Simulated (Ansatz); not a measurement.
# Ansatz run, Ba$_{2}$SrSn$_{6}$As

The input, for Ansatz 0.2.0 (plane waves, PAW):

```yaml
crystal:
  lattice:
    - [7.251835, 0.0, 0.0]
    - [3.573175, 6.310432, 0.0]
    - [3.573175, 2.08298, 5.956735]
  atoms:
    - { symbol: As, position: [0.5, 0.5, 0.5] }
    - { symbol: Sn, position: [0.7222, 0.7222, 0.2747] }
    - { symbol: Sn, position: [0.2747, 0.7222, 0.7222] }
    - { symbol: Sn, position: [0.7222, 0.2747, 0.7222] }
    - { symbol: Sn, position: [0.2778, 0.2778, 0.7253] }
    - { symbol: Sn, position: [0.2778, 0.7253, 0.2778] }
    - { symbol: Sn, position: [0.7253, 0.2778, 0.2778] }
    - { symbol: Ba, position: [0.2505, 0.2505, 0.2505] }
    - { symbol: Ba, position: [0.7495, 0.7495, 0.7495] }
    - { symbol: Sr, position: [0.0, 0.0, 0.0] }
  symmetry: { tolerance: 0.0003 }
kpoints:
  mp_grid: { grid: [6, 6, 6], shift: [0, 0, 0] }
  band_path:
    path:
      - [0.0, 0.0, 0.0]
      - [0.5, 0.5, 0.5]
      - [0.74816846, 0.25183154, 0.5]
      - [0.5, -0.25183154, 0.25183154]
      - [0.5, 0.0, 0.0]
      - [0.0, 0.0, 0.0]
      - [0.37591577, -0.37591577, 0.0]
      - [0.62408423, 0.0, 0.37591577]
      - [0.5, 0.0, 0.5]
      - [0.0, 0.0, 0.0]
    npoints: 6
magnetization:
  spin_polarized: false
scf:
  occupations: { method: methfessel_paxton, width: 0.0765 }
  lower_state_search: "off"
  max_iter: 200
hamiltonian:
  pseudopotentials: { kind: paw }
  xc: r2scan
basis:
  ecutwfc: 500
  fft_grid_basis: typed
output:
  forces: true
  stress: true
  eigenvalues: true
  bader: true
  populations: true
  elf: true
  write_potential: true
  volumetric_format: npy
  dos:
    e_range: [-12, 8]
    de: 0.05
    projected: { site_lists: { As: [As], Ba: [Ba], Sn: [Sn], Sr: [Sr] } }
checkpoint:
  read: saved_state
```

The saved state is an earlier solution for the same cell, perhaps on another mesh. 

Parts of the output:

```
Warning: crystal.lattice misses the space group found at crystal.symmetry.tolerance 3.0e-4 in a digit that the deck types, which is why this is a warning: making the lattice exact moves one of its numbers by a whole unit of that number's last typed decimal, or more. The operation that it misses by the most changes a squared length by the fraction 1.48e-6.
Pseudopotentials: kind: paw
Pseudopotential: As, paw, valence charge 15, recommended cutoff 500 eV (meta_gga), As.paw.azcp
Pseudopotential: Sn, paw, valence charge 14, recommended cutoff 500 eV (meta_gga), Sn.paw.azcp
Pseudopotential: Ba, paw, valence charge 10, recommended cutoff 500 eV (meta_gga), Ba.paw.azcp
Pseudopotential: Sr, paw, valence charge 10, recommended cutoff 500 eV (meta_gga), Sr.paw.azcp
Functional definition: r2SCAN
  exchange = r2scan_x(k0 = k0, k1 = k1, a1 = a1)
  correlation = r2scan_c
Crystal: 10 atoms, lattice volume = 272.593 Å³
Basis set: ecut = 500 eV, 6873 PW (Γ), exchange–correlation on 216×216×216 points (64 copies of the dense FFT grid, shifted against one another)
Bands: 78, of which v1, the nominal top of the filled ones, is band 65 counted from 1 (64 counted from 0)
Symmetry: 12 space group operations
Space group: R-3m (ITA 166), of the structure as read, at distance tolerance 1.9e-3 Å
k-points: 32 of 216
Initial density: read from a saved state, or passed on in memory by an earlier SCF of this step, an earlier step, the calling program or the single point that the run made first
Functional: x = r2scan, c = r2scan; τ floored in thin density (d = 2e-4 eV/Å³)
SCF iter   1: F=—  Δρ=1.25e-3  dr2=6.08e-3  dr2_τ=3.45e-4
SCF iter   2: F=—  S|Δr|=    0.00e0  Δρ=8.36e-4  dr2=2.96e-3  dr2_τ=4.83e-5
SCF iter   3: F=—  S|Δr|=    0.00e0  Δρ=1.56e-4  dr2=1.22e-4  dr2_τ=2.99e-6
SCF iter   4: F=—  S|Δr|=    0.00e0  Δρ=7.50e-5  dr2=1.94e-5  dr2_τ=6.29e-7
SCF iter   5: F=—  S|Δr|=    0.00e0  Δρ=2.46e-5  dr2=3.19e-6  dr2_τ=7.98e-8
SCF iter   6: F=—  S|Δr|=    0.00e0  Δρ=1.09e-5  dr2=4.45e-7  dr2_τ=1.77e-8
SCF iter   7: F=-56573.8944 eV  S|Δr|=    0.00e0  Δρ=3.35e-6  dr2=7.06e-8  dr2_τ=1.39e-9
Free energy (F): -56573.8944 eV
Harris-Foulkes:  -56573.8944 eV  (|F-HF|=6.14e-9)
Internal energy: -56573.8962 eV  (E = F + TS)
E sigma→0 (E₀):  -56573.8949 eV
Entropy (-TS):   0.0018 eV (0.175 meV/atom)
Fermi energy:    11.6217 eV
--- Per-component energies (eV) ---
  E_band       = -890.2821
  E_kinetic    = 1852.3908
  E_local      = -10585.7346  (includes V_loc(G=0)·N_el)
  E_nonlocal   = -552.0377
  E_hartree    = 5803.5507
  E_xc         = -2821.2634
  E_vxc        = -1213.8704  (∫ρ·V_xc dr)
  E_paw        = -40017.9048  (= ΣΔE_a)
  E_vpaw       = -2067.5517  (= ΣTr[D̂ρ^β])
  E_aug_tail   =  0.0000  (compensation charges beyond the density's cutoff)
  E_vtau       = 69.4131  (kinetic-family band-sum trace: ∫τ·v_τ [+ j·A + Jᵃ·Aᵃ] dr)
  E_ewald      = -10255.8466
  E_core_change = 2.9493  (= ΣΔE_core)
  E_smearing   = 0.0018  (= −TS)
--- Forces (eV/Å), atoms counted from 1 ---
  atom   1  As     0.0000     0.0000     0.0000
  atom   2  Sn     3.2779     1.9109    -2.8389
  atom   3  Sn    -0.1679     3.8620     2.7408
  atom   4  Sn     3.2779    -2.0491     2.7408
  atom   5  Sn    -3.2779    -1.9109     2.8389
  atom   6  Sn    -3.2779     2.0491    -2.7408
  atom   7  Sn     0.1679    -3.8620    -2.7408
  atom   8  Ba     0.0598     0.0349     0.0247
  atom   9  Ba    -0.0598    -0.0349    -0.0247
  atom  10  Sr     0.0000     0.0000     0.0000
--- Stress (GPa, compression-positive) ---
       22.8474      -0.4948      -0.3512
       -0.4948      23.4078      -0.2047
       -0.3512      -0.2047      23.5510
  P = ⅓ Tr σ = 23.2687 GPa (232.687 kbar)
--- Löwdin populations: 10 sites ---
  site symbol       q [e]
     0     As     15.0532
     1     Sn     14.5899
     2     Sn     14.5899
     3     Sn     14.5899
     4     Sn     14.5899
     5     Sn     14.5899
     6     Sn     14.5899
     7     Ba      8.3045
     8     Ba      8.3045
     9     Sr      8.2691
  spilling = 0.0119 (of n_electrons = 129.0000)
--- Bader charges: 10 sites ---
  site symbol  charge [e]  shift [e]
     0     As     -1.0902     0.0165
     1     Sn     -0.3688     0.0028
     2     Sn     -0.3687     0.0028
     3     Sn     -0.3688     0.0028
     4     Sn     -0.3688     0.0028
     5     Sn     -0.3687     0.0028
     6     Sn     -0.3687     0.0028
     7     Ba      1.1405     0.0000
     8     Ba      1.1405     0.0000
     9     Sr      1.0217     0.0000
```

Origin: a known structure type with other elements, at an estimated volume, so it need not be a known compound. Caveats: many states at the Fermi level without spin polarisation, so a magnetic state may lie lower; atoms or cell far from equilibrium.
